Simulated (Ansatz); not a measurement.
MgZn$_{3}$S$_{4}$:
Space group C2 (No. 5); a = 13.5871 Å, b = 7.8406 Å, c = 12.9394 Å, α = 90.00°, β = 90.22°, γ = 90.00°

```json
[
 {"atom": "Zn", "site": "4c", "symmetry": "1", "x": "0.4130", "y": "0.2587", "z": "0.3262"},
 {"atom": "Zn", "site": "4c", "symmetry": "1", "x": "0.3313", "y": "0.4970", "z": "0.0825"},
 {"atom": "S", "site": "4c", "symmetry": "1", "x": "0.4140", "y": "0.2535", "z": "0.1390"},
 {"atom": "S", "site": "4c", "symmetry": "1", "x": "0.1681", "y": "0.9919", "z": "0.0993"},
 {"atom": "Zn", "site": "4c", "symmetry": "1", "x": "0.0855", "y": "0.7600", "z": "0.1661"},
 {"atom": "Mg", "site": "4c", "symmetry": "1", "x": "0.1659", "y": "0.0014", "z": "0.4206"},
 {"atom": "S", "site": "4c", "symmetry": "1", "x": "0.0825", "y": "0.7516", "z": "0.3541"},
 {"atom": "S", "site": "4c", "symmetry": "1", "x": "0.1676", "y": "0.0001", "z": "0.6110"},
 {"atom": "Zn", "site": "4c", "symmetry": "1", "x": "0.1713", "y": "0.5009", "z": "0.3258"},
 {"atom": "S", "site": "4c", "symmetry": "1", "x": "0.1703", "y": "0.5059", "z": "0.1389"},
 {"atom": "Zn", "site": "4c", "symmetry": "1", "x": "0.3255", "y": "0.9992", "z": "0.1663"},
 {"atom": "S", "site": "4c", "symmetry": "1", "x": "0.3320", "y": "0.0005", "z": "0.3539"},
 {"atom": "Zn", "site": "4c", "symmetry": "1", "x": "0.0875", "y": "0.2416", "z": "0.6740"},
 {"atom": "S", "site": "4c", "symmetry": "1", "x": "0.0906", "y": "0.2440", "z": "0.8621"},
 {"atom": "Mg", "site": "4c", "symmetry": "1", "x": "0.0849", "y": "0.2407", "z": "0.1650"},
 {"atom": "S", "site": "4c", "symmetry": "1", "x": "0.0815", "y": "0.2529", "z": "0.3586"}
]
```
(The calculation used a cell of 32 atoms; values per cell refer to that cell.)

Relaxed with r²SCAN.

### Question
Which orbitals make up the states near the band edges in DFT-r²SCAN in the program Ansatz with PAW potentials?

### Answer
Top 1 eV of the valence band: S 3p 90 %, Zn 3d 6 %. Bottom 1 eV of the conduction band: Zn 4s 45 %, S 3p 14 %, S 3s 12 %, outside the projected shells 24 %. Projections are on Löwdin-orthogonalised atomic valence shells; empty p or d shells of many metals are not among them.

### Question
Tabulate the density of states.

### Answer
States/eV per cell of 32 atoms, in 0.25 eV bins, energy from the valence-band maximum.

| E (eV) | total | Zn 3d | S 3p | Zn 4s |
|---|---|---|---|---|
| -7.86 | 0.00 | 0.00 | 0.00 | 0.00 |
| -7.61 | 0.00 | 0.00 | 0.00 | 0.00 |
| -7.36 | 0.00 | 0.00 | 0.00 | 0.00 |
| -7.11 | 0.00 | 0.00 | 0.00 | 0.00 |
| -6.86 | 0.00 | 0.00 | 0.00 | 0.00 |
| -6.61 | 0.00 | 0.00 | 0.00 | 0.00 |
| -6.36 | 38.78 | 33.37 | 4.60 | 0.64 |
| -6.11 | 170.66 | 151.98 | 16.00 | 1.87 |
| -5.86 | 178.44 | 170.16 | 6.32 | 0.80 |
| -5.61 | 92.11 | 88.31 | 1.57 | 0.30 |
| -5.36 | 0.00 | 0.00 | 0.00 | 0.00 |
| -5.11 | 0.00 | 0.00 | 0.00 | 0.00 |
| -4.86 | 2.58 | 0.48 | 1.44 | 0.53 |
| -4.61 | 14.16 | 2.23 | 8.12 | 3.27 |
| -4.36 | 16.89 | 2.50 | 9.84 | 3.81 |
| -4.11 | 16.26 | 2.45 | 9.52 | 3.24 |
| -3.86 | 15.96 | 2.10 | 10.01 | 2.44 |
| -3.61 | 16.58 | 1.76 | 11.09 | 2.04 |
| -3.36 | 16.26 | 1.32 | 12.08 | 1.35 |
| -3.11 | 13.96 | 1.05 | 10.83 | 0.90 |
| -2.86 | 15.76 | 1.17 | 12.65 | 0.59 |
| -2.61 | 14.59 | 1.01 | 12.16 | 0.32 |
| -2.36 | 19.21 | 1.24 | 16.46 | 0.31 |
| -2.11 | 22.66 | 1.45 | 19.63 | 0.30 |
| -1.86 | 23.34 | 1.50 | 20.38 | 0.25 |
| -1.61 | 30.04 | 1.89 | 26.43 | 0.25 |
| -1.36 | 28.26 | 1.73 | 25.08 | 0.18 |
| -1.11 | 34.92 | 2.05 | 31.26 | 0.20 |
| -0.86 | 20.52 | 1.36 | 18.35 | 0.11 |
| -0.61 | 32.33 | 1.97 | 29.25 | 0.18 |
| -0.36 | 23.55 | 1.57 | 21.36 | 0.07 |
| -0.11 | 6.17 | 0.43 | 5.61 | 0.01 |
| 0.14 | 0.00 | 0.00 | 0.00 | 0.00 |
| 0.39 | 0.00 | 0.00 | 0.00 | 0.00 |
| 0.64 | 0.00 | 0.00 | 0.00 | 0.00 |
| 0.89 | 0.00 | 0.00 | 0.00 | 0.00 |
| 1.14 | 0.00 | 0.00 | 0.00 | 0.00 |
| 1.39 | 0.00 | 0.00 | 0.00 | 0.00 |
| 1.64 | 0.00 | 0.00 | 0.00 | 0.00 |
| 1.89 | 0.00 | 0.00 | 0.00 | 0.00 |
| 2.14 | 0.00 | 0.00 | 0.00 | 0.00 |
| 2.39 | 0.00 | 0.00 | 0.00 | 0.00 |
| 2.64 | 0.00 | 0.00 | 0.00 | 0.00 |
| 2.89 | 0.00 | 0.00 | 0.00 | 0.00 |
| 3.14 | 0.07 | 0.00 | 0.00 | 0.03 |
| 3.39 | 0.47 | 0.00 | 0.05 | 0.22 |
| 3.64 | 1.82 | 0.00 | 0.26 | 0.88 |
| 3.89 | 4.66 | 0.01 | 0.71 | 2.02 |
| 4.14 | 10.36 | 0.02 | 1.58 | 3.96 |
| 4.39 | 16.32 | 0.03 | 2.53 | 5.80 |
| 4.64 | 17.01 | 0.03 | 2.61 | 5.62 |
| 4.89 | 18.23 | 0.03 | 2.75 | 5.50 |
| 5.14 | 16.25 | 0.03 | 2.21 | 3.96 |
| 5.39 | 15.24 | 0.03 | 1.82 | 2.97 |
| 5.64 | 17.99 | 0.03 | 1.87 | 2.79 |
| 5.89 | 19.06 | 0.03 | 1.95 | 2.72 |
| 6.14 | 20.23 | 0.03 | 2.04 | 2.67 |
| 6.39 | 20.18 | 0.03 | 1.67 | 2.01 |
| 6.64 | 21.95 | 0.03 | 1.46 | 1.58 |
| 6.89 | 21.57 | 0.03 | 1.25 | 1.26 |
| 7.14 | 19.79 | 0.02 | 1.13 | 1.09 |
| 7.39 | 24.28 | 0.03 | 1.21 | 1.20 |
| 7.64 | 27.05 | 0.03 | 1.32 | 1.37 |

The start of the workflow was typed in or built on a structure type; neither database checked (COD, Materials Project) lists it. Whether it is the stable phase at ambient conditions was not checked. The r²SCAN relaxation kept the symmetry of its start; whether a distortion lowers the energy is not shown.

Potentials: the later of the program's two PAW sets.
